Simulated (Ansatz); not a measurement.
Rb (bcc (W type)) was relaxed and computed twice in Ansatz (plane waves, PAW), once with PBE and once with r²SCAN.

```tsv
	run 1	run 2
cell	a = 5.671 Å, b = 5.671 Å, c = 5.671 Å, α = 90.00°, β = 90.00°, γ = 90.00°	a = b = c = 5.7475 Å, α = β = γ = 90.00°
B₀ by P(V) fit (GPa)	2.8	2.6
K_Hill (GPa)	2.8	2.6
G_Hill (GPa)	0.9	0.9
Θ_D (K)	55.1	57.3
```

**Question.** Which run used which functional?

**Answer.** Run 1 is PBE, run 2 is r²SCAN.

All cells were relaxed under the symmetry of their starts (and spin orders); stability against distortions was not tested throughout. Spin–orbit coupling is left out wherever it is not named.

Potentials: the earlier of the program's two PAW sets.

Ansatz (a quantum-chemistry and plane-wave program) is a plane-wave DFT program.
